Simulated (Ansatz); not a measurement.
Li:
```
Li
1.0
    3.08854     0.00000     0.00000
   -1.54427     2.67476     0.00000
    0.00000     0.00000     5.05735
Li
2
Direct
  0.33333   0.66667   0.25000
  0.66667   0.33333   0.75000
```

Relaxed with r²SCAN+D4. Special points in fractions of this cell's reciprocal vectors: Γ (0.000, 0.000, 0.000); M (0.500, 0.000, 0.000); K (0.333, 0.333, 0.000); A (0.000, 0.000, 0.500); L (0.500, 0.000, 0.500); H (0.333, 0.333, 0.500).

Task: List the band energies nearest the Fermi level at these points for the program Ansatz at the r²SCAN+D4 level (PAW).

Result: In eV from the Fermi level; about four levels below and three above (degenerate sets whole), none deeper than 8.9 eV; … stands for higher levels left out; points with the same levels are listed once.

```json
[
 {"k": "Γ", "below": "-3.89 0.00", "above": "2.98 13.53 13.53"},
 {"k": "M", "below": "-0.07", "above": "1.08 5.03 6.14"},
 {"k": "K", "below": "–", "above": "1.40 2.38 2.38"},
 {"k": "A", "below": "-2.68 -2.68", "above": "8.44 8.44 …"},
 {"k": "L", "below": "–", "above": "0.76 0.76 3.64 3.64"},
 {"k": "H", "below": "–", "above": "2.34 2.34 2.94 2.94"}
]
```

Space group P6_3/mmc (hcp (Mg type)). The workflow started from a Materials Project entry (that database holds measured and hypothetical structures alike); the Crystallography Open Database files this formula in space group No. 194, but the cells were not matched. It is not the phase usual at ambient conditions (space group No. 229). The r²SCAN+D4 relaxation kept the symmetry of its start; whether a distortion lowers the energy is not shown. The pairwise dispersion correction was not fitted to metals.

Potentials: the later of the program's two PAW sets.
